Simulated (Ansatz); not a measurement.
Hf2Ga3Cu in space group Cm (No. 8; Pearson symbol mS12), the program Ansatz at the PBE level (PAW), all energies at zero smearing, with the estimated change up to a 700 eV cutoff added, with one set of potentials and settings (totals compare only within such a set). Cell of 6 atoms (2 Hf, 3 Ga, 1 Cu): -49419.501 eV.

```
element                reference phase  E (eV/atom)
-------  -----------------------------  -----------
Hf       P6_3/mmc, 2 atoms in the cell  -15721.3637
Ga           Cmce, 4 atoms in the cell   -3783.0209
Cu          Fm-3m, 1 atoms in the cell   -6625.1757
```

Formation energy per atom, worked out: (-49419.501 − 2×(-15721.3637) − 3×(-3783.0209) − 1×(-6625.1757))/6 = -0.423 eV/atom (-41 kJ per mol of atoms), at 0 K, without zero-point energy or fitted corrections.

The first step of the workflow began from a Materials Project structure, measured or hypothetical; the Crystallography Open Database copy checked does not list it. With Ga and Cu taken as one species the cell has the higher symmetry Imma, so it may be an ordered model of a mixed-site phase. Its standing as an ambient phase is unchecked. Symmetry was held in the PBE relaxation; its stability against distortions is not shown here. The run is not spin-polarised. The references are the lowest solids computed at this level, not always the standard phases. Spin–orbit coupling is left out wherever it is not named.

Potentials: the later of the program's two PAW sets.
